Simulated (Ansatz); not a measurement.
Be (hcp, Mg type)

```xyz
2
Lattice="2.2637 0.0000 0.0000 -1.1319 1.9604 0.0000 0.0000 0.0000 3.5639" Properties=species:S:1:pos:R:3 pbc="T T T"
Be     0.0000     1.3070     2.6729
Be     1.1319     0.6535     0.8910
```

These are r2SCAN (plane waves to 500 eV, PAW, scalar-relativistic; Ansatz, a program for electronic structure) values and carry that method's errors. Harmonic phonons by density-functional perturbation theory on a 24×24×14 k mesh, in cm⁻¹ and rounded to 5; i marks imaginary ones, q is in fractions of the reciprocal vectors of the cell shown, and the three acoustic modes at Γ are left out. Be was relaxed with its symmetry unable to fall.

Problem. Does any mode at Γ, M = (0.5, 0.0, 0.0), A = (0.0, 0.0, 0.5), L = (0.5, 0.0, 0.5) come out imaginary?

Solution. No imaginary mode at these points (lowest 365 cm⁻¹ at A = (0.0, 0.0, 0.5)); other wave vectors were not tested.

Problem. Predict the phonon wavenumbers at Γ, M = (0.5, 0.0, 0.0), A = (0.0, 0.0, 0.5), L = (0.5, 0.0, 0.5).

Solution. 
```
q                              wavenumbers (cm⁻¹)
-------------------  ----------------------------
Γ                                   465 (×2), 715
M = (0.5, 0.0, 0.0)  410, 440, 595, 605, 620, 625
A = (0.0, 0.0, 0.5)            365 (×4), 515 (×2)
L = (0.5, 0.0, 0.5)  505 (×2), 530 (×2), 670 (×2)
```
